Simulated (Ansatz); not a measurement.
LaAlGe:
```yaml
crystal:
  lattice:
    - [-2.18874, 2.18874, 7.37934]
    - [2.18874, -2.18874, 7.37934]
    - [2.18874, 2.18874, -7.37934]
  atoms:
    - { symbol: La, position: [0.75029, 0.25029, 0.50000] }
    - { symbol: La, position: [0.00029, 0.00029, 0.00000] }
    - { symbol: Al, position: [0.16713, 0.66713, 0.50000] }
    - { symbol: Al, position: [0.41713, 0.41713, 0.00000] }
    - { symbol: Ge, position: [0.33409, 0.83409, 0.50000] }
    - { symbol: Ge, position: [0.58409, 0.58409, 0.00000] }
```

This is the r²SCAN-relaxed structure.

Question: All from the program Ansatz at the r²SCAN level (PAW), unless another level is named. Give the electronic character.

Answer: metallic (no gap).

Question: And the formation energy from the elements (no fitted shifts)?

Answer: -0.81 eV/atom.

Question: And the density of states at the Fermi level?

Answer: 0.06 states/eV per atom (mean over ±0.08 eV).

Space group I4_1md. The first step of the workflow began from a Materials Project structure, measured or hypothetical; the Crystallography Open Database files this formula in space group No. 109, but the cells were not matched. Whether it is the stable phase at ambient conditions was not checked. The cell was relaxed with r²SCAN under the symmetry of its start; its stability against distortions is not shown here. The references are the lowest solids computed at this level, not always the standard phases. Spin–orbit coupling is left out wherever it is not named.

Potentials: the later of the program's two PAW sets.
